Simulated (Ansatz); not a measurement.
Total density of states per atom from DFT-PBE in the program Ansatz with PAW potentials, in 0.25 eV bins, energy from the valence-band maximum:

```
E (eV) | states/eV/atom
    -7.85 | ##################### 1.03
    -7.60 | ############## 0.70
    -7.35 | ########## 0.49
    -7.10 | #### 0.18
    -6.85 | ## 0.10
    -6.60 | # 0.07
    -6.35 | # 0.04
    -6.10 |  0.01
    -5.85 |  0.00
    -5.60 |  0.00
    -5.35 |  0.00
    -5.10 |  0.00
    -4.85 |  0.01
    -4.60 | ### 0.14
    -4.35 | ##### 0.24
    -4.10 | ######## 0.37
    -3.85 | ######### 0.41
    -3.60 | ########### 0.54
    -3.35 | ############## 0.69
    -3.10 | ################### 0.94
    -2.85 | ##################### 0.99
    -2.60 | ##################### 1.00
    -2.35 | ###################### 1.05
    -2.10 | ####################### 1.10
    -1.85 | ######################## 1.15
    -1.60 | ############### 0.71
    -1.35 | ########### 0.51
    -1.10 | ################### 0.92
    -0.85 | ################ 0.76
    -0.60 | ######## 0.40
    -0.35 | ## 0.09
    -0.10 |  0.01
     0.15 |  0.00
     0.40 |  0.00
     0.65 |  0.01
     0.90 | ## 0.08
     1.15 | ### 0.15
     1.40 | ####### 0.33
     1.65 | ########## 0.47
     1.90 | ########### 0.52
     2.15 | ############## 0.65
     2.40 | ############## 0.68
     2.65 | ################ 0.75
     2.90 | ############### 0.72
     3.15 | ############## 0.70
     3.40 | ############### 0.72
     3.65 | ################# 0.80
     3.90 | #################### 0.94
     4.15 | ############################## 1.44
     4.40 | ############################## 1.45
     4.65 | ################# 0.84
     4.90 | ######### 0.43
     5.15 | ##### 0.26
```

Task: Pick the material that matches.
A) RbCl, rock salt
B) HfSi, rock salt
C) PbS, rock salt
D) PbI2, CdI2 type

Result: C, PbS, rock salt. Top 1 eV of the valence band: S 3p 72 %, Pb 6s 17 %, Pb 6p 9 %. Bottom 1 eV of the conduction band: Pb 6p 70 %, S 3s 15 %, S 3p 10 %. Projections are on Löwdin-orthogonalised atomic valence shells; empty p or d shells of many metals are not among them.

Space group Fm-3m (rock salt). Symmetry was held in the PBE relaxation. Spin–orbit coupling is left out wherever it is not named.

Potentials: the later of the program's two PAW sets.
